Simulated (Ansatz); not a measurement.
The cell is a measured one (Crystallography Open Database entry 2102244); the temperature and pressure of the measurement aren't taken into account, and nothing was relaxed. The listed cell was then made from it by scaling, straining or moving an atom.

An input for WC: DFT, PBEsol, PAW with Ansatz's default frozen-core files, scalar-relativistic (Ansatz 0.2.0). The PAW files were made with PBE; their cores are remade for this functional.

Command: `ansatz run input.yaml --threads 1 --pin off --max-ram 3072MiB --backend cpu --events-out ev --progress --plain --runs-dir out` The run took 4.6 s on 1 thread of Arm Neoverse V2 (shared host), peak memory 0.38 GiB.

```yaml
crystal:
  lattice:
    - [2.9585114647, 0.0, 0.0]
    - [-1.4792557324, 2.5621460858, 0.0]
    - [0.0, 0.0, 2.829]
  atoms:
    - { symbol: W, position: [0.0, 0.0, 0.0] }
    - { symbol: C, position: [0.6666666667, 0.3333333333, 0.5] }
kpoints:
  mp_grid: { grid: [13, 13, 12] }
scf:
  occupations: { method: fermi_dirac, width: 0.05 }
hamiltonian:
  xc: pbesol
  pseudopotentials: { kind: paw }
output:
  forces: true
  stress: true
  eigenvalues: true
  efg: { contact_densities: true }
```

Set-up and iterations as logged by Ansatz (the results part is left out, to be predicted):

```
Engine: ansatz 0.2.0
Pseudopotentials: kind: paw
Pseudopotential: W, paw, valence charge 14, recommended cutoff 420 eV (normal)
Pseudopotential: C, paw, valence charge 4, recommended cutoff 420 eV (normal)
Functional definition: PBEsol
  exchange = pbesol_x
  correlation = pbesol_c
Crystal: 2 atoms, lattice volume = 21.444 Å³
Basis set: ecut = 420 eV, 405 PW (Γ), exchange–correlation on 40×40×40 points (8 copies of the dense FFT grid, shifted against one another)
Bands: 13, of which v1, the nominal top of the filled ones, is band 9 counted from 1 (8 counted from 0)
Symmetry: 12 space group operations
Space group: P-6m2 (ITA 187), of the structure as read, at distance tolerance 2.8e-5 Å
k-points: 147 of 2028 (time reversal used)
Non-local potential: W, projectors of the file, l = 0: 3, l = 1: 2, l = 2: 2, l = 3: 1
Non-local potential: C, projectors of the file, l = 0: 2, l = 1: 2, l = 2: 1
PAW form: soft (Blöchl's): semilocal exchange-correlation on the pseudo side does not see the compensation charge
PAW frozen core: W, regenerated for the run's functional, and the local potential with it (the file was generated under x = pbe(κ = 0.804, μ = 0.2195149727645171), c = pbe(β = 0.06672455060314922))
PAW frozen core: C, regenerated for the run's functional, and the local potential with it (the file was generated under x = pbe(κ = 0.804, μ = 0.2195149727645171), c = pbe(β = 0.06672455060314922))
PAW one-centre angular grid: W, 590 points (default); XC on 64 Gauss nodes
PAW one-centre angular grid: C, 110 points (default); XC on 64 Gauss nodes
Initial density: superposition of atomic densities (neutral atoms: chi_scale 0, normalization atom), corrected by the library's trained network
Initial wavefunctions: pseudopotential atomic-orbital guess
Functional: x = pbesol(κ = 0.804, μ = 0.12345679012345678), c = pbesol(β = 0.046)
SCF iter   1: F=—  HF=-10503.683109 eV  |F-HF|=—  |Δ(HF+E_count)|=         —  Δρ=1.13e-2  dr2=2.18e-2  ethr=1.77e-3  ⟨swp⟩=5.8  Hψ=9568  notcnv=0
SCF iter   2: F=—  HF=-10503.681986 eV  |F-HF|=—  |Δ(HF+E_count)|=   1.12e-3  Δρ=7.06e-3  dr2=9.92e-3  ethr=1.21e-4  ⟨swp⟩=1.0  Hψ=3088  notcnv=0
SCF iter   3: F=—  HF=-10503.680392 eV  |F-HF|=—  |Δ(HF+E_count)|=   1.59e-3  Δρ=7.22e-4  dr2=7.06e-5  ethr=5.51e-5  ⟨swp⟩=2.0  Hψ=3152  notcnv=0
SCF iter   4: F=—  HF=-10503.680358 eV  |F-HF|=—  |Δ(HF+E_count)|=   3.42e-5  Δρ=2.01e-4  dr2=3.48e-6  ethr=3.92e-7  ⟨swp⟩=2.0  Hψ=3024  notcnv=0
SCF iter   5: F=—  HF=-10503.680358 eV  |F-HF|=—  |Δ(HF+E_count)|=   6.75e-7  Δρ=3.73e-5  dr2=1.65e-7  ethr=1.94e-8  ⟨swp⟩=1.6  Hψ=2473  notcnv=0
SCF iter   6: F=-10503.680358 eV  HF=-10503.680358 eV  |F-HF|=5.61e-9  |Δ(HF+E_count)|=   2.75e-9  Δρ=6.73e-6  dr2=8.60e-9  ethr=5.56e-10  ⟨swp⟩=5.0  Hψ=6497  notcnv=0
```

**Question.** What pressure will this run report?

**Answer.** -14.74 GPa (positive in compression).
